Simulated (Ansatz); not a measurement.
**Hf (omega (AlB2-type)): energy against volume**

Theory: DFT, PBEsol, plane waves (420 eV) with PAW, scalar-relativistic in Ansatz. (PAW data from PBE, frozen cores regenerated.)

The cell is scaled uniformly from the relaxed one, with fractional coordinates and shape fixed. Energies are extrapolated to zero smearing, pressures are those at the given smearing. Magnetic state: spin not included.

A Birch-Murnaghan fit gives V₀ = 21.39 Å³/atom, B₀ = 114 GPa, B₀′ = 3.6.

Q: What are the energy above the minimum and the pressure at 18.823 Å³/atom?

A: 133.1 meV/atom and 18.39 GPa as computed.

Q: What are the energy above the minimum and the pressure at 20.534 Å³/atom?

A: 12.9 meV/atom and 5.10 GPa as computed.

Q: What are the energy above the minimum and the pressure at 23.101 Å³/atom?

A: 43.6 meV/atom and -7.56 GPa as computed.
